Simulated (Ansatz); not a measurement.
An Ansatz input:

```yaml
crystal:
  lattice:
    - [0.0, 1.4276959924, 1.4276959924]
    - [1.4276959924, 0.0, 1.4276959924]
    - [1.4276959924, 1.4276959924, 0.0]
  atoms:
    - { symbol: B, position: [0.0, 0.0, 0.0] }
hamiltonian:
  xc: r2scan
  pseudopotentials:
    kind: paw
    azcp:
      B: "pseudopotentials/B.paw.azcp"
basis:
  ecutwfc: 500
  fft_grid_basis: typed
kpoints:
  mp_grid: { grid: [31, 31, 31], shift: [0, 0, 0] }
magnetization:
  spin_polarized: false
scf:
  occupations: { method: fermi_dirac, width: 0.1 }
```

and its output:

```
Engine: ansatz 0.2.0, x86_64-unknown-linux-gnu
Pseudopotentials: kind: paw
Pseudopotential: B, paw, valence charge 3, recommended cutoff 500 eV (meta_gga) 
Functional definition: r2SCAN
  parameter k0 = 0.174
  parameter k1 = 0.065
  parameter a1 = 4.9479
  exchange = r2scan_x(k0 = k0, k1 = k1, a1 = a1)
  correlation = r2scan_c
Crystal: 1 atoms, lattice volume = 5.820 Å³
Basis set: ecut = 500 eV, 169 PW (Γ), exchange–correlation on 60×60×60 points (64 copies of the dense FFT grid, shifted against one another)
Bands: 6, of which v1, the nominal top of the filled ones, is band 2 counted from 1 (1 counted from 0)
Symmetry: 48 space group operations
Space group: Fm-3m (ITA 225), of the structure as read, at distance tolerance 1.8e-5 Å
k-points: 816 of 29791
Non-local potential: B, projectors of the file, l = 0: 2, l = 1: 2, l = 2: 1
PAW form: soft (Blöchl's): semilocal exchange-correlation on the pseudo side does not see the compensation charge
PAW frozen core: B, regenerated for the run's functional (the file was generated under x = pbe(κ = 0.804, μ = 0.2195149727645171), c = pbe(β = 0.06672455060314922))
PAW one-centre angular grid: B, 302 points (default); XC on 160 Gauss nodes
Initial density: superposition of atomic densities (neutral atoms: chi_scale 0, normalization atom), corrected by the library's trained network
Initial wavefunctions: pseudopotential atomic-orbital guess
Functional: x = r2scan, c = r2scan; τ floored in thin density (d = 2e-4 eV/Å³)
SCF iter   1: F=—  HF=-155.075619 eV  |F-HF|=—  |Δ(HF+E_count)|=         —  Δρ=7.37e-3  dr2=1.55e-3  dr2_τ=8.94e-2  ethr=1.77e-3  ⟨swp⟩=5.0  Hψ=38781  notcnv=0
SCF iter   2: F=—  HF=-155.097000 eV  |F-HF|=—  |Δ(HF+E_count)|=   2.14e-2  Δρ=5.67e-3  dr2=9.48e-4  dr2_τ=1.24e-5  ethr=5.18e-5  ⟨swp⟩=2.0  Hψ=16035  notcnv=0  defer=285
SCF iter   3: F=—  HF=-155.097011 eV  |F-HF|=—  |Δ(HF+E_count)|=   1.12e-5  Δρ=2.02e-3  dr2=1.29e-4  dr2_τ=1.59e-5  ethr=3.16e-5  ⟨swp⟩=1.9  Hψ=5475  notcnv=0  defer=285
SCF iter   4: F=—  HF=-155.097058 eV  |F-HF|=—  |Δ(HF+E_count)|=   4.64e-5  Δρ=1.02e-3  dr2=3.28e-5  dr2_τ=4.69e-7  ethr=4.30e-6  ⟨swp⟩=1.3  Hψ=4848  notcnv=0  defer=285
SCF iter   5: F=—  HF=-155.097060 eV  |F-HF|=—  |Δ(HF+E_count)|=   2.77e-6  Δρ=2.31e-4  dr2=1.71e-6  dr2_τ=1.28e-8  ethr=1.09e-6  ⟨swp⟩=1.0  Hψ=4611  notcnv=0  defer=285
SCF iter   6: F=-155.097060 eV  HF=-155.097060 eV  |F-HF|=1.63e-8  |Δ(HF+E_count)|=   6.59e-8  Δρ=1.33e-5  dr2=5.33e-9  dr2_τ=4.14e-10  ethr=3.33e-9  ⟨swp⟩=1.4  Hψ=12372  notcnv=0
SCF 1 converged in 6 iterations: F = -155.097060 eV  dr2 = 5.33e-9
SCF converged after 6 iterations
Free energy (F): -155.097060 eV
Harris-Foulkes:  -155.097060 eV  (|F-HF|=1.63e-8)
Internal energy: -155.090902 eV  (E = F + TS)
E sigma→0 (E₀):  -155.093981 eV
Entropy (-TS):   -0.006158 eV (-6.158 meV/atom)
Fermi energy:    14.798202 eV
--- Per-component energies (eV) ---
  E_band       = 18.217923
  E_kinetic    = 48.686917
  E_local      = 0.598432  (includes V_loc(G=0)·N_el)
  E_nonlocal   = 10.914709
  E_hartree    = 0.212079
  E_xc         = -31.648640
  E_vxc        = -41.944484  (∫ρ·V_xc dr)
  E_paw        = -79.790083  (= ΣΔE_a)
  E_vpaw       = -2.571250  (= ΣTr[D̂ρ^β])
  E_aug_tail   = -0.000001  (compensation charges beyond the density's cutoff)
  E_vtau       = 2.109518  (kinetic-family band-sum trace: ∫τ·v_τ [+ j·A + Jᵃ·Aᵃ] dr)
  E_ewald      = -104.045872
  E_core_change = -0.018442  (= ΣΔE_core)
  E_smearing   = -0.006158  (= −TS)
  E_closure    = 0.000000  (closes the sum)
  Σ components = -155.097060   (vs F -155.097060, Δ=0.00e0)
```

Launched by

```sh
ansatz run input.yaml --threads 1 --pin off --max-ram 3584MiB --backend cpu --events-out ev --progress --plain --runs-dir out
```

On 1 thread of Intel(R) Xeon(R) Platinum 8259CL CPU @ 2.50GHz (Skylake/Cascade Lake) (shared host) this took about 10 s of wall time and 8.1 s of CPU time.
